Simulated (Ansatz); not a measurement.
**What moves the field gradients of Ti?**

Cell of run 1: an entry of the Crystallography Open Database (COD), whose atoms a relaxation with PBE at fixed cell left in place.

```yaml
crystal:
  lattice:
    - [2.95000, 0.00000, 0.00000]
    - [-1.47500, 2.55477, 0.00000]
    - [0.00000, 0.00000, 4.68600]
  atoms:
    - { symbol: Ti, position: [0.33333, 0.66667, 0.25000] }
    - { symbol: Ti, position: [0.66667, 0.33333, 0.75000] }
```

Atoms are numbered from 1 in the order listed; like atoms form one site, named after its first atom.

All runs are DFT with Ansatz 0.2.0 (plane waves and PAW, scalar-relativistic unless spin–orbit coupling is named, Γ-centred meshes, Fermi–Dirac smearing where given) in this cell.

Run 1: PBE, atoms relaxed; 420 eV, 18×18×10 k-points, smearing 0.05 eV.
Run 2: r2SCAN, at the relaxed atoms; 500 eV, 18×18×10 k-points, smearing 0.05 eV.
Run 3: LDA, at the relaxed atoms; 420 eV, 18×18×10 k-points, smearing 0.05 eV.
Run 4: PBEsol, at the relaxed atoms; 420 eV, 18×18×10 k-points, smearing 0.05 eV.

Problem. What does each run give, and what moves the gradients most?

Solution. 

| run | Ti V_zz (η) |
| --- | --- |
| 1 | 1.86 (0.00) |
| 2 | 1.79 (0.00) |
| 3 | 1.88 (0.00) |
| 4 | 1.87 (0.00) |

V_zz in 10²¹ V/m². Against run 1, the gradient tensors on these sites move by at most 0.08 in run 2 (Ti), 0.02 in run 3, 0.01 in run 4.

In runs 1, 2, 3, 4 there is no gap above 0.1 eV, so the gradients can move by 10 % or more with the k-mesh. The cell isn't the equilibrium one in runs 3, 4 (calculated pressure -10, -6 GPa), and the entry's cell may itself be off.
